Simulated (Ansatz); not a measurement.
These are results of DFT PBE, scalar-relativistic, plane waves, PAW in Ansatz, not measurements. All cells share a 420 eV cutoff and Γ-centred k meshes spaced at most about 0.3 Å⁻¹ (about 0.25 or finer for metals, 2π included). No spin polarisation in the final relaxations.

Temperature and zero-point effects are left out. All come from trial cells, and lower structures may exist.

Task: These unrelaxed guesses for NaB2 are each relaxed within their symmetry. Order them by the energy at which they end, lowest first.
1.

Space group F-43m (No. 216). a = 7.017 Å, b = 7.017 Å, c = 7.017 Å, α = 90.00°, β = 90.00°, γ = 90.00°
| atom | site | symmetry | x | y | z |
| --- | --- | --- | --- | --- | --- |
| Na | 4d | -43m | 0.2500 | 0.2500 | 0.7500 |
| Na | 4b | -43m | 0.5000 | 0.0000 | 0.0000 |
| B | 16e | .3m | 0.4164 | 0.0836 | 0.4164 |

2.

Space group Fd-3m:1 (No. 227). a = 6.722 Å, b = 6.722 Å, c = 6.722 Å, α = 90.00°, β = 90.00°, γ = 90.00°
| atom | site | symmetry | x | y | z |
| --- | --- | --- | --- | --- | --- |
| Na | 8a | -43m | 0.5000 | 0.0000 | 0.5000 |
| B | 16d | .-3m | 0.1250 | 0.6250 | 0.1250 |

3.

Space group P-3m1 (No. 164). a = 3.381 Å, b = 3.381 Å, c = 4.280 Å, α = 90.00°, β = 90.00°, γ = 120.00°
```json
{"atom": "Na", "site": "1a", "symmetry": "-3m.", "x": "0.0000", "y": "0.0000", "z": "0.0000"}
{"atom": "B", "site": "2d", "symmetry": "3m.", "x": "0.6667", "y": "0.3333", "z": "0.5844"}
```

Result: 3 (ends in P6/mmm, 0 meV/atom), 1 (ends in F-43m, 0.79 eV/atom), 2 (ends in Fd-3m, cubic Laves (C15) type, 0.83 eV/atom). Even the lowest end lies +0.31 eV/atom against the elements.

A magnetic state wasn't ruled out in cells without spin, among them P6/mmm. Cells relaxed within their symmetry can be saddle points. Some types were kept out of the candidates beforehand, so the set may lack a known form.
